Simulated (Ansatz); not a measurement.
Does relaxation matter for the field gradients of TiO₂?

Start: a structure deposited in the COD, atoms as given.

Space group Pbca (No. 61); a = 5.1450, b = 9.1850, c = 5.4470 Å.

```
site  Wyckoff  site symmetry       x       y       z
  Ti       8c              1  0.1270  0.1270  0.8870
  O9       8c              1  0.4650  0.2300  0.8950
 O17       8c              1  0.8200  0.0100  0.8450
```

One atom of each set is listed.

The numbers come from a DFT calculation in Ansatz (PBE, plane waves and PAW, scalar-relativistic, 420 eV cutoff, Γ-centred 5×3×5 k-points, Fermi–Dirac smearing 0.02 eV).

The largest force at the start is 0.82 eV/Å. Relaxing the ions at fixed cell moves them by 0.119 Å at most (atom 7, Ti) and 0.073 Å rms. End positions:

Ti (0.1386, 0.1290, 0.9056)
O9 (0.4646, 0.2299, 0.8912)
O17 (0.8160, 0.0098, 0.8506)

| site | moved (Å) | first shell before | first shell after | V_zz before (10²¹ V/m²) | η before |
| --- | --- | --- | --- | --- | --- |
| Ti | 0.119 | 6 O at 1.92–1.99 Å | 6 O at 1.86–2.07 Å | 1.38 | 0.19 |
| O9 | 0.021 | 3 Ti at 1.96–1.99 Å | 3 Ti at 1.92–2.07 Å | 2.40 | 0.73 |
| O17 | 0.037 | 3 Ti at 1.92–1.95 Å | 3 Ti at 1.86–2.01 Å | 2.11 | 0.47 |

(1) How do the gradients change?

Results:

(1) 

```tsv
site	V_zz after	η after	change of V_zz
Ti	1.96	0.85	–
O9	-2.39	0.84	–
O17	1.99	0.86	-0.12
```

The largest change of V_zz along a kept axis is on O17, from 2.11 to 1.99. The whole tensor moves most on Ti, by 2.11 along its most changed direction. In per cent, |V_zz| changes by -5 on O (all sites that start above 0.5, bar those whose gradient vanishes or changes sign or whose main axis turns by over 40°). Where |V_zz| stays above 0.1 and the axes keep their order, η moves most on O17, from 0.47 to 0.86. On O9, Ti the largest principal value lies along another axis in the second run, so the two V_zz can't be compared directly.

Before: At this cell the PBE pressure is 5 GPa, so with PBE the cell would grow if it were relaxed.
After: At this cell the principal stresses reach 5 GPa in size with PBE, which can matter for small gradients.
